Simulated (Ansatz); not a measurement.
The relaxed structure here is a generated cell of Fe: the first start was made by placing the elements on the sites of a structure type, and the end was not matched to a known phase here, so it may be hypothetical. Known forms of Fe include space group No. 229.

The end point of a relaxation of Fe. Space group Fddd (No. 70), AFLOW prototype A_oF8_70_a. All values below come from r2SCAN (plane waves to 500 eV, PAW, scalar-relativistic; Ansatz, a quantum-chemistry and plane-wave program).

Space group Fddd, origin choice 1 (No. 70); a = 2.4661 Å, b = 4.5537 Å, c = 8.5739 Å, α = 90.00°, β = 90.00°, γ = 90.00°

| atom | site | symmetry | x | y | z |
|---|---|---|---|---|---|
| Fe | 8a | 222 | 0.0000 | 0.0000 | 0.0000 |
(The calculation used a cell of 2 atoms; values per cell refer to that cell.)

```json
{
 "volume_per_atom": "12.04 Å³",
 "band_gap": "zero (metallic)",
 "magnetic_moment": "net 2.72 μB/atom, ferromagnetic",
 "shortest_distances": "Fe–Fe 2.47 Å",
 "k-mesh": "19×19×19"
}
```

Spin state reached: ferromagnetic (net 2.72 μB/atom), from parallel starting moments; other spin orders were not run from this start. r2SCAN tends to overstate moments in metals.

The run could not lose the symmetry of its start, so the end can be a saddle point.

All atoms sit on sites fixed by symmetry, so only the cell could relax.
